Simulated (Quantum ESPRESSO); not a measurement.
```cif
data_HSeY
_chemical_formula_sum 'H1 Se1 Y1'
_space_group_name_H-M_alt 'P-6m2'
_space_group_IT_number 187
_space_group_name_Hall 'P -6 2'
_cell_length_a 3.75662
_cell_length_b 3.75662
_cell_length_c 3.86725
_cell_angle_alpha 90.000
_cell_angle_beta 90.000
_cell_angle_gamma 120.000
loop_
_atom_site_label
_atom_site_type_symbol
_atom_site_symmetry_multiplicity
_atom_site_Wyckoff_symbol
_atom_site_fract_x
_atom_site_fract_y
_atom_site_fract_z
_atom_site_occupancy
H1 H 1 a 0.00000 0.00000 0.00000 1
Se1 Se 1 d 0.33333 0.66667 0.50000 1
Y1 Y 1 e 0.66667 0.33333 0.00000 1
```

The PBEsol cell relaxed from Materials Project entry mp-28797 was given a biaxial strain of -1 % along x and y, z relaxed, and the atoms were relaxed again.

Problem. What does PBEsol (pw.x of Quantum ESPRESSO, ONCV potentials, no spin-orbit coupling) give for the electronic structure near the Fermi level?

Solution. The PBEsol gap is indirect, 1.51 eV, from A to Γ; the smallest direct gap is 1.80 eV. Spin-orbit splittings are left out.

The structure is a Materials Project entry; no match was found in the copy of COD used, and its stability was not checked.
